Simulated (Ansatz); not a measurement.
A distorted cell of Zr (hcp, Mg type):

```xyz
4
Lattice="6.4918 0.0000 0.0000 -1.6230 2.8110 0.0000 0.0000 0.0000 5.1512" Properties=species:S:1:pos:R:3 pbc="T T T"
Zr     0.0000     1.8740     3.7434
Zr     3.2459     1.8740     3.9834
Zr     1.6230     0.9370     1.1678
Zr     4.8689     0.9370     1.4078
```

Computed with r2SCAN (plane waves to 500 eV, PAW, scalar-relativistic; Ansatz, a program for electronic structure). k mesh 8×16×9 (Γ-centred), Fermi-Dirac smearing 0.05 eV. Stress and pressure are positive under compression. With partly filled bands, energies and forces of such displacements shift with the k mesh and the smearing. The PAW data are Ansatz's earlier set. Zr is run without spin polarisation. Zr was relaxed with its symmetry unable to fall.

Predict the force on every atom, in eV/Å.


| atom | Fx | Fy | Fz |
|---|---|---|---|
| Zr1 | 0.025 | 0.014 | 0.299 |
| Zr2 | 0.025 | 0.014 | -0.299 |
| Zr3 | -0.025 | -0.014 | 0.299 |
| Zr4 | -0.025 | -0.014 | -0.299 |

What is the stress tensor (GPa)?


```
   -0.3      0.1      0.0
    0.1     -0.5      0.0
    0.0      0.0      1.1
```
The pressure, a third of the trace, is 0.1 GPa.

(A displaced cell: forces are minus the slopes of the energy, force constants its curvatures, and phonons follow from these.)
